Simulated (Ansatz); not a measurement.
**Data sheet: InAs (DFT)**

InAs:
```
InAs
1.0
    4.29439     0.00000     0.00000
   -2.14720     3.71905     0.00000
    0.00000     0.00000     7.05647
In As
2 2
Direct
  0.66667   0.33333   0.50053
  0.33333   0.66667   0.00053
  0.66667   0.33333   0.87497
  0.33333   0.66667   0.37497
```

Space group P6_3mc (No. 186), wurtzite; conventional cell a = b = 4.294 Å, c = 7.056 Å, α = β = 90.00°, γ = 120.00°.

Method: PBEsol in the plane-wave PAW code Ansatz. Geometry: relaxed at this level of theory. Other levels are named where they apply.

Cell and energy:

* **Volume per atom**: 28.17 Å³
* **Density**: 5.59 g/cm³
* **Formation energy from the elements (no fitted shifts)**: -0.19 eV/atom

Electronic structure:

- Electronic character = no gap, with almost no states at the Fermi level (zero-gap or semimetallic)
- Density of states at the Fermi level = 0.01 states/eV per atom (mean over ±0.08 eV)
- HSE06 gap on the PBEsol cell = 0.47 eV (a hybrid on a coarse mesh can open a false gap in a semimetal)
- Gap with spin–orbit coupling = none (metallic)

Mechanics:

- Bulk modulus (Birch–Murnaghan fit): 55.4 GPa
- Pressure derivative B′: 4.7
- Elastic constants (relaxed ions, GPa): C11 = 93.1, C12 = 41.5, C13 = 30.5, C33 = 108, C44 = 21.6
- Mechanical stability: stable (all eigenvalues of C positive)
- Hill bulk and shear moduli: 55.5 and 26.0 GPa
- Young's modulus: 67.5 GPa
- Poisson's ratio: 0.30
- Debye temperature from the elastic constants: 236 K

Phonons:

* **Highest zone-centre frequency**: 26.2 meV
* **Zone-centre stability**: no imaginary mode at Γ

The first step of the workflow began from a Materials Project structure, measured or hypothetical; the Crystallography Open Database copy checked does not list it. It is not the phase usual at ambient conditions (space group No. 216). The PBEsol relaxation kept the symmetry of its start. As this level gives no gap, shear constants depend on the k-mesh and smearing (Fermi–Dirac, 0.1 eV here). As this level gives no gap, phonon frequencies hold no LO–TO term and depend on the k-mesh and smearing (Fermi–Dirac, 0.1 eV here). The references are the lowest solids computed at this level, not always the standard phases. Scalar-relativistic: spin–orbit coupling is off unless named, which matters more the heavier the elements.

Potentials: the later of the program's two PAW sets.
